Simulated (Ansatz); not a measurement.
Consider the following.

VCo3:
```yaml
crystal:
  lattice:
    - [3.43215, 0.00000, 0.00000]
    - [0.00000, 3.43215, 0.00000]
    - [0.00000, 0.00000, 3.43215]
  atoms:
    - { symbol: V, position: [0.00000, 0.00000, 0.00000] }
    - { symbol: Co, position: [0.50000, 0.50000, 0.00000] }
    - { symbol: Co, position: [0.00000, 0.50000, 0.50000] }
    - { symbol: Co, position: [0.50000, 0.00000, 0.50000] }
```

This is the LDA-relaxed structure.

Task: All from the program Ansatz at the LDA level (PAW), unless another level is named. Estimate the formation energy from the elements (no fitted shifts).

Result: -0.27 eV/atom.

Task: Next, the density of states at the Fermi level?

Result: 0.73 states/eV per atom (mean over ±0.08 eV).

Space group Pm-3m (Cu3Au type). The first step of the workflow began from a Materials Project structure, measured or hypothetical; the Crystallography Open Database copy checked does not list it. With V and Co taken as one species the cell has the higher symmetry Fm-3m, so it may be an ordered model of a mixed-site phase. Whether it is the stable phase at ambient conditions was not checked. The LDA relaxation kept the symmetry of its start; of distortions, only those at the zone centre were tested. No spin polarisation was allowed. The references are the lowest solids computed at this level, not always the standard phases.

Potentials: the earlier of the program's two PAW sets.
